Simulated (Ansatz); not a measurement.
Input:

CrO₂ (rutile)

```xyz
6
Lattice="4.4446 0.0000 0.0000 0.0000 4.4446 0.0000 0.0000 0.0000 2.9209" Properties=species:S:1:pos:R:3 pbc="T T T"
Cr     0.0000     0.0000     0.0000
Cr     2.2223     2.2223     1.4604
O      1.3493     1.3493     0.0000
O      3.5715     0.8730     1.4604
O      0.8730     3.5715     1.4604
O      3.0953     3.0953     0.0000
```

Equation-of-state scan: isotropic scaling of the cell above, V₀ being its volume. The atoms relax within the cell's symmetry.

Method: PBE (plane waves to 420 eV, PAW, scalar-relativistic; Ansatz, a quantum-chemistry and plane-wave program). k mesh 11×11×16 (Γ-centred), Fermi-Dirac smearing 0.05 eV. E stands for the smeared free energy. Stress and pressure are positive under compression. With the shape held, the modulus is that of even scaling; a crystal free to change shape is softer. CrO2 is run spin-polarised and with no Hubbard U. CrO2 was relaxed with its symmetry unable to fall. Relaxed CrO2 ends ferromagnetic. Other magnetic orders were not checked, so this need not be the ground state. The zero of ΔE is the relaxed starting cell.

The scan covers V/V₀ from 0.900 to 1.100 in 13 points.

Problem. What is the fitted pressure derivative B₀′?

Solution. 4.8.

Problem. What bulk modulus at fixed cell shape B₀ follows from a third-order Birch-Murnaghan fit?

Solution. 234 GPa.

(A scan under strain: stresses follow from slopes of the energy per volume, elastic moduli from its curvatures.)
